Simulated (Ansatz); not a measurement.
## TiSn₂O₆ (C2) at 2 levels of theory

One geometry, relaxed with PBE; plane waves with PAW potentials in Ansatz, scalar-relativistic. No spin polarisation. +U rows take U_eff Ti 4.00 eV on the d shells. Gaps are the least over mesh and band path; pressure is positive in compression.

Space group C2 (No. 5). a = 14.954 Å, b = 3.157 Å, c = 4.830 Å, α = 90.00°, β = 93.18°, γ = 90.00°
```json
{"atom": "Ti", "site": "2b", "symmetry": "2", "x": "0.0000", "y": "0.0619", "z": "0.5000"}
{"atom": "Sn", "site": "4c", "symmetry": "1", "x": "0.3442", "y": "0.9931", "z": "0.9779"}
{"atom": "O", "site": "4c", "symmetry": "1", "x": "0.4403", "y": "0.9906", "z": "0.6782"}
{"atom": "O", "site": "4c", "symmetry": "1", "x": "0.2740", "y": "0.4924", "z": "0.7865"}
{"atom": "O", "site": "4c", "symmetry": "1", "x": "0.0930", "y": "0.9930", "z": "0.8044"}
```

```json
{"level": "PBE", "cutoff (eV)": "420", "k mesh": "10×10×6", "gap (eV)": "2.19", "pressure (GPa)": "0.0"}
```

**Question.** What comes out on the same cell with PBE+U?

**Answer.**
```tsv
level	cutoff (eV)	k mesh	gap (eV)	pressure (GPa)
PBE+U	420	10×10×6	2.32	0.8
```

The cell was found from a structure generator's guess, not taken from experiment.
